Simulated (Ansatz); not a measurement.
A relaxed cell of ZnCu (Pm-3m (No. 221)), relaxed on a k-mesh at least as fine as the one used below. These are PBEsol (plane waves to 420 eV, PAW, scalar-relativistic; Ansatz, a program for electronic structure) values and carry that method's errors. Γ-centred k-mesh 11×11×11 on the run's cell (coarser than for final values), Fermi–Dirac smearing 0.05 eV.

```yaml
crystal:
  lattice:
    - [2.90828, 0.00000, 0.00000]
    - [0.00000, 2.90828, 0.00000]
    - [0.00000, 0.00000, 2.90828]
  atoms:
    - { symbol: Zn, position: [0.50000, 0.50000, 0.50000] }
    - { symbol: Cu, position: [0.00000, 0.00000, 0.00000] }
```

The atoms are displaced by (Å):

```csv
atom,ux,uy,uz
Zn1,0.045,0.118,-0.117
Cu2,0.004,-0.012,0.027
```

Question: What forces (eV/Å) and pressure result?

Answer: 
```json
[
 {"atom": "Zn1", "Fx": "-0.25", "Fy": "-0.75", "Fz": "0.82"},
 {"atom": "Cu2", "Fx": "0.25", "Fy": "0.75", "Fz": "-0.82"}
]
```

Pressure +2.4 GPa.

Question: Estimate the energy cost of the displacement in the harmonic approximation and compare with the calculation.

Answer: For a harmonic well ΔE = −½ Σ F·u = 0.112 eV a cell, or 56 meV/atom. The calculated energy relative to the undisplaced cell is +0.05 eV/atom, so the harmonic estimate holds well.

No spin polarisation in the result.

The run that gave the undisplaced cell could not lose the symmetry of its start; a randomly shaken copy of 2 atoms returns to this structure.
